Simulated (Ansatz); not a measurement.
MoW:
```cif
data_Mo4W4
_chemical_formula_sum 'W4 Mo4'
_space_group_name_H-M_alt 'Cmcm'
_space_group_IT_number 63
_space_group_name_Hall '-C 2c 2'
_cell_length_a 2.58543
_cell_length_b 10.61163
_cell_length_c 4.68719
_cell_angle_alpha 90.000
_cell_angle_beta 90.000
_cell_angle_gamma 90.000
loop_
_space_group_symop_operation_xyz
  'x, y, z'
  '-x, -y, -z'
  '-x, -y, z+1/2'
  'x, y, -z+1/2'
  'x, -y, -z'
  '-x, y, z'
  '-x, y, -z+1/2'
  'x, -y, z+1/2'
  'x+1/2, y+1/2, z'
  '-x+1/2, -y+1/2, -z'
  '-x+1/2, -y+1/2, z+1/2'
  'x+1/2, y+1/2, -z+1/2'
  'x+1/2, -y+1/2, -z'
  '-x+1/2, y+1/2, z'
  '-x+1/2, y+1/2, -z+1/2'
  'x+1/2, -y+1/2, z+1/2'
loop_
_atom_site_label
_atom_site_type_symbol
_atom_site_symmetry_multiplicity
_atom_site_Wyckoff_symbol
_atom_site_fract_x
_atom_site_fract_y
_atom_site_fract_z
_atom_site_occupancy
W1 W 4 c 0.00000 0.32071 0.25000 1
Mo1 Mo 4 c 0.00000 0.06890 0.25000 1
```
(The calculation used a cell of 4 atoms; values per cell refer to that cell.)

Relaxed with r²SCAN.

Question: Which orbitals make up the states near the Fermi level in r²SCAN (plane waves, PAW; program Ansatz)?

Answer: Within 0.5 eV of the Fermi level: Mo 4d 47 %, W 5d 41 %. Projections are on Löwdin-orthogonalised atomic valence shells; empty p or d shells of many metals are not among them.

Question: Tabulate the density of states.

Answer: States/eV per cell of 4 atoms, in 0.25 eV bins, energy from the Fermi level.

| E (eV) | total | Mo 4d | W 5d | W 6s |
|---|---|---|---|---|
| -7.85 | 0.26 | 0.01 | 0.01 | 0.14 |
| -7.60 | 0.33 | 0.01 | 0.01 | 0.18 |
| -7.35 | 0.41 | 0.02 | 0.02 | 0.23 |
| -7.10 | 0.45 | 0.03 | 0.02 | 0.24 |
| -6.85 | 0.48 | 0.04 | 0.03 | 0.25 |
| -6.60 | 0.55 | 0.06 | 0.06 | 0.28 |
| -6.35 | 0.68 | 0.10 | 0.09 | 0.31 |
| -6.10 | 1.09 | 0.20 | 0.23 | 0.42 |
| -5.85 | 1.26 | 0.28 | 0.29 | 0.44 |
| -5.60 | 2.25 | 0.87 | 0.62 | 0.51 |
| -5.35 | 2.90 | 1.19 | 0.97 | 0.45 |
| -5.10 | 3.18 | 1.20 | 1.26 | 0.27 |
| -4.85 | 3.26 | 1.26 | 1.28 | 0.25 |
| -4.60 | 3.91 | 1.55 | 1.71 | 0.21 |
| -4.35 | 4.12 | 1.61 | 2.01 | 0.10 |
| -4.10 | 4.84 | 1.97 | 2.30 | 0.13 |
| -3.85 | 4.71 | 2.12 | 2.18 | 0.09 |
| -3.60 | 5.42 | 2.58 | 2.45 | 0.11 |
| -3.35 | 4.41 | 2.21 | 1.94 | 0.07 |
| -3.10 | 3.90 | 1.99 | 1.65 | 0.06 |
| -2.85 | 4.07 | 2.04 | 1.73 | 0.08 |
| -2.60 | 4.01 | 2.06 | 1.65 | 0.09 |
| -2.35 | 4.91 | 2.58 | 1.94 | 0.11 |
| -2.10 | 5.50 | 2.65 | 2.36 | 0.15 |
| -1.85 | 4.13 | 1.97 | 1.77 | 0.11 |
| -1.60 | 4.12 | 1.93 | 1.78 | 0.10 |
| -1.35 | 4.26 | 2.01 | 1.79 | 0.13 |
| -1.10 | 3.54 | 1.61 | 1.54 | 0.10 |
| -0.85 | 3.76 | 1.67 | 1.66 | 0.10 |
| -0.60 | 3.27 | 1.42 | 1.41 | 0.11 |
| -0.35 | 2.84 | 1.31 | 1.15 | 0.10 |
| -0.10 | 2.94 | 1.31 | 1.27 | 0.10 |
| 0.15 | 3.83 | 1.86 | 1.53 | 0.12 |
| 0.40 | 3.46 | 1.69 | 1.39 | 0.11 |
| 0.65 | 4.03 | 1.84 | 1.78 | 0.13 |
| 0.90 | 4.16 | 1.97 | 1.89 | 0.09 |
| 1.15 | 4.30 | 2.14 | 1.91 | 0.08 |
| 1.40 | 4.77 | 2.41 | 2.01 | 0.09 |
| 1.65 | 3.61 | 1.82 | 1.50 | 0.06 |
| 1.90 | 3.40 | 1.78 | 1.36 | 0.06 |
| 2.15 | 3.03 | 1.66 | 1.22 | 0.05 |
| 2.40 | 2.97 | 1.57 | 1.24 | 0.04 |
| 2.65 | 2.78 | 1.45 | 1.18 | 0.04 |
| 2.90 | 2.88 | 1.43 | 1.28 | 0.04 |

The start of the workflow was typed in or built on a structure type; neither database checked (COD, Materials Project) lists it. Its standing as an ambient phase is unchecked. Symmetry was held in the r²SCAN relaxation; its stability against distortions is not shown here. No spin polarisation was allowed. Its formation energy is positive at this level, so the cell may be metastable or incomplete. Scalar-relativistic: spin–orbit coupling is off unless named, which matters more the heavier the elements.

Potentials: the later of the program's two PAW sets.
